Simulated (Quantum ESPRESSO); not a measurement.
# SiO₂ (changed cell): field gradients at the nuclei

```
O2Si
1.0
    4.91497     0.00000     0.00000
   -2.45749     4.25649     0.00000
    0.00000     0.00000     5.43130
Si O
3 6
Direct
  0.53923   0.53923   0.00000
  0.46077   0.00000   0.33333
  0.00000   0.46077   0.66667
  0.26922   0.41339   0.78489
  0.58661   0.85583   0.11822
  0.14417   0.73078   0.45156
  0.41339   0.26922   0.21511
  0.85583   0.58661   0.88178
  0.73078   0.14417   0.54844
```
The cell was made here from a computed Materials Project entry: Si1 and its equivalents moved by 0.04 Å along (0.50, 0.87, 0.00), space group kept. The parent is SiO2 in P3₁21. Stability against distortions was not tested.

Computed: field gradients by a PBE PAW density (pw.x of a modified build of Quantum ESPRESSO, JTH datasets) with the all-electron reconstruction of Petrilli and co-workers, 22.5 Ha, k-mesh 5×5×4 through Γ.

```json
[
 {"site": "Si (atoms 1, 2, 3)", "site symmetry": "2", "Vzz (a.u.)": "-0.230", "η_Q": "0.13", "∣C_Q∣ (MHz)": "–"},
 {"site": "O (atoms 4, 5, 6, 7, 8, 9)", "site symmetry": "1", "Vzz (a.u.)": "0.931", "η_Q": "0.19", "∣C_Q∣ (MHz)": "5.60 (¹⁷O)"}
]
```

Quadrupole moments taken as inputs (sizes, barn, from the tables of PySCF and pymatgen): ¹⁷O 0.0256.

Convention: |Vzz| is the largest principal value, η_Q = (Vxx − Vyy)/Vzz, |C_Q| = |eQVzz/h|. Cores are frozen. Against all-electron runs on small test molecules, this scheme's |Vzz| missed by −6 % on Si, −2 to +6 % on O. Static lattice: thermal averaging is not included.
